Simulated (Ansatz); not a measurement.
TiPd:
```cif
data_Pd2Ti2
_chemical_formula_sum 'Ti2 Pd2'
_space_group_name_H-M_alt 'Pmma'
_space_group_IT_number 51
_space_group_name_Hall '-P 2a 2a'
_cell_length_a 4.48143
_cell_length_b 2.72700
_cell_length_c 4.79574
_cell_angle_alpha 90.000
_cell_angle_beta 90.000
_cell_angle_gamma 90.000
loop_
_atom_site_label
_atom_site_type_symbol
_atom_site_symmetry_multiplicity
_atom_site_Wyckoff_symbol
_atom_site_fract_x
_atom_site_fract_y
_atom_site_fract_z
_atom_site_occupancy
Ti1 Ti 2 e 0.25000 0.00000 0.70011 1
Pd1 Pd 2 f 0.25000 0.50000 0.18625 1
```

Relaxed with LDA.

Which orbitals make up the states near the Fermi level in DFT-LDA in the program Ansatz with PAW potentials?

Within 0.5 eV of the Fermi level: Ti 3d 77 %, Pd 4d 12 %, outside the projected shells 8 %. Projections are on Löwdin-orthogonalised atomic valence shells; empty p or d shells of many metals are not among them.

Tabulate the density of states.

States/eV per cell of 4 atoms, in 0.25 eV bins, energy from the Fermi level.

```
E (eV)  total  Pd 4d  Ti 3d  Ti 4s
------  -----  -----  -----  -----
-7.65    0.00   0.00   0.00   0.00
-7.40    0.10   0.00   0.00   0.08
-7.15    0.19   0.00   0.00   0.16
-6.90    0.26   0.01   0.00   0.22
-6.65    0.34   0.01   0.00   0.27
-6.40    0.43   0.03   0.01   0.33
-6.15    0.56   0.07   0.02   0.40
-5.90    0.70   0.16   0.03   0.43
-5.65    2.37   1.39   0.24   0.57
-5.40    5.17   3.65   0.57   0.72
-5.15    6.97   5.23   0.82   0.68
-4.90    8.35   6.60   1.06   0.46
-4.65    7.16   5.81   0.86   0.31
-4.40    7.99   6.73   0.85   0.25
-4.15    7.13   6.00   0.71   0.28
-3.90    5.38   4.60   0.51   0.15
-3.65    5.65   4.76   0.62   0.14
-3.40    6.26   5.27   0.68   0.17
-3.15    6.29   5.42   0.57   0.18
-2.90    6.16   5.10   0.60   0.30
-2.65    5.30   4.10   0.65   0.37
-2.40    4.66   3.53   0.59   0.37
-2.15    2.25   1.16   0.56   0.33
-1.90    2.02   0.62   0.84   0.27
-1.65    1.29   0.32   0.60   0.16
-1.40    1.70   0.35   0.83   0.18
-1.15    2.09   0.35   1.20   0.23
-0.90    2.74   0.37   1.71   0.28
-0.65    3.50   0.41   2.45   0.22
-0.40    4.08   0.48   3.08   0.15
-0.15    4.56   0.53   3.44   0.14
0.10     4.62   0.52   3.57   0.11
0.35     5.33   0.64   4.22   0.11
0.60     3.89   0.55   3.03   0.09
0.85     4.75   0.65   3.74   0.07
1.10     5.19   0.64   4.10   0.08
1.35     3.83   0.41   3.09   0.07
1.60     4.09   0.37   3.27   0.11
1.85     3.85   0.28   3.05   0.12
2.10     6.29   0.43   5.37   0.18
```

The workflow started from a Materials Project entry (that database holds measured and hypothetical structures alike); the Crystallography Open Database copy checked does not list it. COD files the formula under space group No. 221, so this cell is another polymorph or a model. With Ti and Pd taken as one species the cell has the higher symmetry Cmcm, so it may be an ordered model of a mixed-site phase. Whether it is the stable phase at ambient conditions was not checked. The LDA relaxation kept the symmetry of its start. At this level the phase is mechanically unstable. No spin polarisation was allowed. Scalar-relativistic: spin–orbit coupling is off unless named, which matters more the heavier the elements.

Potentials: the later of the program's two PAW sets.
